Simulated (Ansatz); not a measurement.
Crystals of one structure type (zinc blende) and one family of elements, relaxed and computed with plane-wave PAW r²SCAN (Ansatz code).

```csv
crystal,V (Å³/atom),B₀ by P(V) fit (GPa)
BN,5.88,392
BP,11.67,169
BAs,13.69,141
GaP,20.25,87.6
GaAs,22.74,72.3
InP,25.76,68.2
InAs,28.49,?
```

Question: Fit a straight line to ln B₀ against ln V and predict the withheld value.

Answer: Least squares on the 6 shown rows: ln B₀ = -1.21 × ln V + (8.110), with a scatter of 2.7 %. For InAs this gives 57.8. The run itself gave 57.2, a miss of 1.0 % of that.

All cells were relaxed under the symmetry of their starts (and spin orders); stability against distortions was not tested throughout. Scalar-relativistic: spin–orbit coupling is off unless named, which matters more the heavier the elements.

Potentials: the later of the program's two PAW sets.
